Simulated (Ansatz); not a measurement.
MnAlGe: pressure against volume

MnAlGe, P4/nmm, a = 3.848 Å, c = 5.826 Å. The structure is a COD entry; whether it is the stable form wasn't checked. Ansatz: PBEsol, PAW, 420 eV, Γ-centred 10×10×6 mesh on 6 atoms, Gaussian smearing 0.10 eV; collinear spin, largest moment 1.7 μB. Shape and atoms are relaxed at each volume; pressure is positive in compression.

```
V (Å³/atom) P (GPa)
     12.654    23.07
     13.086    15.83
     13.517     9.67
     13.949        ?
     14.380     0.00
     14.811    -3.74
     15.243    -6.80
     15.818    -9.85
```

Problem. Take V0 = 14.380 Å³/atom, fit the third-order Birch–Murnaghan form to the other rows, and predict the missing pressure.

Solution. With the Eulerian strain f = ½[(V0/V)^(2/3) − 1] and y = P/[3f(1 + 2f)^(5/2)], the form is the line y = B0 + 1.5 B0 (B0′ − 4) f. Rows (f, y): 0.04449, 139.7; 0.03244, 139.0; 0.02106, 138.1; -0.00975, 134.3; -0.01905, 131.1; -0.03078, 125.0. Means f = 0.006402, y = 134.53; Σ(Δf)² = 0.004635, ΣΔfΔy = 0.8110; the slope is their ratio. y = 133.4 + 175.0 f GPa, so B0 = 133.4 GPa and B0′ = 4 + 2 × (175.0)/(3 × 133.4) = 4.87. At V = 13.949, f = 0.01025, y = 135.19 and P = 4.37 GPa. The run gave 4.44 GPa, so the fit is 0.07 GPa too low, within the rms miss on the fitted rows (0.15 GPa). Note that the largest moment runs from 1.60 to 2.09 μB along the series.

The largest moment runs from 1.60 to 2.09 μB along the series, so B0 and B0′ hold the change of the moment too.

Only parallel moments were tried here.